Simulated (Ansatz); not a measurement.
## SnO (litharge type, space group P4/nmm), scan of one atom of the cell

Relaxed SnO (litharge type, space group P4/nmm):

```
CELL_PARAMETERS angstrom
      3.79274     0.00000     0.00000
      0.00000     3.79274     0.00000
      0.00000     0.00000     4.76440
ATOMIC_POSITIONS crystal
  Sn 0.50000 0.00000 0.24062
  Sn 0.00000 0.50000 0.75938
  O  0.00000 0.00000 0.00000
  O  0.50000 0.50000 0.00000
```

Scan: atom 4 (O, nearest neighbour Sn at 2.216 Å; its periodic images, 3.8 Å or more away, move with it) is displaced along Cartesian x, direction (1.000, 0.000, 0.000) in Cartesian axes, by s. The other atoms stay.

All values below come from r2SCAN+rVV10 (plane waves to 500 eV, PAW, scalar-relativistic; Ansatz, an electronic-structure program). k mesh 7×7×6 (Γ-centred), Fermi-Dirac smearing 0.05 eV. Energies are smeared free energies. Compression counts positive. With partly filled bands, energies and forces of such displacements shift with the k mesh and the smearing. F∥ is the force on the atom along that direction. F⊥ is the part of the force across the line. At this level the bands of SnO touch or barely overlap; measurements give the solid a gap. SnO was relaxed with its symmetry unable to fall. The PAW data are Ansatz's earlier set. ΔE is measured from the undisplaced structure.

```
s (Å)   ΔE (meV/cell)  |F⊥| (eV/Å)  F∥ (eV/Å)  P (GPa)
------  -------------  -----------  ---------  -------
-0.660           2965        8.463     12.267     19.5
-0.528           1646        4.551      7.930     11.5
-0.396            816        2.202      4.833      6.0
-0.264            328        0.873      2.695      2.6
-0.132             77        0.203      1.191      0.6
0.000               0        0.000      0.000      0.0
0.132              77        0.203     -1.191      0.6
0.264             328        0.873     -2.695      2.6
0.396             816        2.202     -4.833      6.0
0.528            1646        4.551     -7.930     11.5
0.660            2965        8.463    -12.267     19.5
```

What the scan shows:

- Energy at s = 0.660 Å = 2965 meV/cell
- Force along the line at s = -0.660 Å = 12.3 eV/Å
- Symmetry of the curve = even: the same for both signs
- Shape of the curve = a single well with its minimum at or next to zero displacement
- Force constant k = d²E/ds² at s = 0 (finite differences) = 8.62 eV/Å²
- Harmonic estimate at the end of the scan = ½ks² = 1878 meV/cell against the computed 2965 meV/cell, so the well is stiffer than harmonic there

(A displaced cell: forces are minus the slopes of the energy, force constants its curvatures, and phonons follow from these.)
